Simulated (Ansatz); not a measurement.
MgTe (NiAs type, space group No. 194), a = b = 4.1370 Å, c = 6.7418 Å, α = β = 90.00°, γ = 120.00°.

Relaxed with LDA.

Question: Which orbitals make up the states near the band edges in LDA (plane waves, PAW; program Ansatz)?

Answer: Top 1 eV of the valence band: Te 5p 95 %. Bottom 1 eV of the conduction band: Mg 3s 78 %, Te 5p 12 %, outside the projected shells 10 %. Projections are on Löwdin-orthogonalised atomic valence shells; empty p or d shells of many metals are not among them.

Question: Tabulate the density of states.

Answer: States/eV per cell of 4 atoms, in 0.25 eV bins, energy from the valence-band maximum.

```csv
E (eV),total,Te 5p,Mg 3s,Te 5s
-7.85,0.00,0.00,0.00,0.00
-7.60,0.00,0.00,0.00,0.00
-7.35,0.00,0.00,0.00,0.00
-7.10,0.00,0.00,0.00,0.00
-6.85,0.00,0.00,0.00,0.00
-6.60,0.00,0.00,0.00,0.00
-6.35,0.00,0.00,0.00,0.00
-6.10,0.00,0.00,0.00,0.00
-5.85,0.00,0.00,0.00,0.00
-5.60,0.00,0.00,0.00,0.00
-5.35,0.00,0.00,0.00,0.00
-5.10,0.05,0.04,0.02,0.00
-4.85,1.72,1.20,0.46,0.04
-4.60,2.51,1.81,0.61,0.07
-4.35,2.94,2.21,0.59,0.10
-4.10,2.45,1.88,0.42,0.11
-3.85,2.36,1.87,0.33,0.11
-3.60,1.67,1.33,0.20,0.10
-3.35,1.38,1.14,0.14,0.07
-3.10,2.56,2.27,0.15,0.07
-2.85,2.16,1.92,0.11,0.06
-2.60,2.08,1.85,0.09,0.05
-2.35,2.13,1.92,0.07,0.04
-2.10,2.55,2.32,0.08,0.04
-1.85,3.13,2.87,0.09,0.03
-1.60,3.01,2.75,0.10,0.02
-1.35,3.24,2.99,0.08,0.02
-1.10,3.88,3.64,0.08,0.02
-0.85,4.13,3.92,0.05,0.01
-0.60,2.37,2.27,0.01,0.01
-0.35,1.36,1.31,0.00,0.00
-0.10,0.32,0.31,0.00,0.00
0.15,0.00,0.00,0.00,0.00
0.40,0.00,0.00,0.00,0.00
0.65,0.00,0.00,0.00,0.00
0.90,0.03,0.00,0.03,0.00
1.15,0.13,0.01,0.11,0.00
1.40,0.21,0.02,0.17,0.00
1.65,0.43,0.06,0.32,0.00
1.90,1.13,0.20,0.76,0.02
2.15,1.36,0.24,0.82,0.03
2.40,1.36,0.24,0.72,0.04
2.65,1.74,0.32,0.78,0.06
2.90,1.83,0.34,0.74,0.08
3.15,2.45,0.45,0.90,0.15
3.40,2.25,0.38,0.72,0.10
3.65,1.97,0.24,0.46,0.05
3.90,2.68,0.18,0.31,0.03
4.15,2.48,0.15,0.22,0.03
4.40,2.46,0.16,0.22,0.02
4.65,3.53,0.20,0.24,0.02
4.90,4.11,0.24,0.28,0.03
5.15,2.00,0.12,0.14,0.01
5.40,3.06,0.13,0.15,0.01
5.65,3.40,0.15,0.16,0.02
```

Space group P6_3/mmc (NiAs type). The workflow started from a Materials Project entry (that database holds measured and hypothetical structures alike); the Crystallography Open Database copy checked does not list it. COD files the formula under space group No. 186. Whether it is the stable phase at ambient conditions was not checked. The cell was relaxed with LDA under the symmetry of its start; whether a distortion lowers the energy is not shown. Scalar-relativistic: spin–orbit coupling is off unless named, which matters more the heavier the elements.

Potentials: the later of the program's two PAW sets.
